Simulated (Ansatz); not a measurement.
**Na (Im-3m), clamped-ion strain scan**

Computed with DFT PBEsol, scalar-relativistic, plane waves, PAW in Ansatz 0.2.0. The runs took a 420 eV cutoff, a Γ-centred 16×16×16 mesh and Gaussian smearing (0.15 eV). No spin polarisation. Energies are free energies at this smearing, counted from the undisturbed cell; pressure is positive in compression.

Reference structure (as given, not relaxed at this level; it stands at -0.3 GPa):

```
Na
1.0
    -2.11750    2.11750    2.11750
     2.11750   -2.11750    2.11750
     2.11750    2.11750   -2.11750
Na
1
Direct
  0.00000 0.00000 0.00000
```

The cell is strained by ε times the Voigt pattern (0, 0, 0, 0, 1, 0) (xx, yy, zz, yz, xz, xy; engineering shear) with fractional coordinates fixed. The cell is metallic on the mesh throughout.

(ε, ΔE (meV/atom)): (-0.1000, 7.3), (-0.0500, 1.8), (0.0000, 0.0), (0.0125, 0.1), (0.0250, 0.4), (0.0375, 1.0), (0.0625, 2.8), (0.0750, 4.1), (0.0875, 5.6)

By symmetry 0.1000 repeats -0.1000, -0.0750 repeats 0.0750, 0.0500 repeats -0.0500, -0.0250 repeats 0.0250 in energy, with the opposite slope along the path.